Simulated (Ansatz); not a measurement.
TiC:
```
TiC
1.0
    4.24883     0.00000     0.00000
    0.00000     4.24883     0.00000
    0.00000     0.00000     4.24883
Ti C
3 3
Direct
  0.00000   0.50000   0.50000
  0.50000   0.00000   0.50000
  0.50000   0.50000   0.00000
  0.50000   0.00000   0.00000
  0.00000   0.50000   0.00000
  0.00000   0.00000   0.50000
```

Relaxed with r²SCAN. Special points in fractions of this cell's reciprocal vectors: Γ (0.000, 0.000, 0.000); X (0.000, 0.500, 0.000); M (0.500, 0.500, 0.000); R (0.500, 0.500, 0.500).

### Question
List the band energies nearest the Fermi level at these points for plane-wave PAW r²SCAN (Ansatz code).

### Answer
In eV from the Fermi level; about four levels below and three above (degenerate sets whole), none deeper than 8.9 eV; points with the same levels are listed once.

| k | below | above |
|---|---|---|
| Γ | -2.55 -2.55 -2.55 -0.62 -0.62 -0.62 | 0.30 0.30 0.30 |
| X | -1.71 -1.08 -1.08 -0.27 | 0.08 0.14 0.14 |
| M | -1.76 -1.76 -0.73 -0.07 | 0.90 0.90 2.45 |
| R | -4.63 -4.63 -4.63 -3.17 -3.17 -3.17 | 0.33 0.46 0.46 0.46 |

Space group Pm-3m. The start of the workflow was typed in or built on a structure type; neither database checked (COD, Materials Project) lists it. It is not the phase usual at ambient conditions (space group No. 225). The r²SCAN relaxation kept the symmetry of its start; whether a distortion lowers the energy is not shown. No spin polarisation was allowed. Its formation energy is positive at this level, so the cell may be metastable or incomplete.

Potentials: the earlier of the program's two PAW sets. The files were generated under PBE; for other functionals the program regenerates the frozen cores, and for LDA and PBEsol the local potential too.
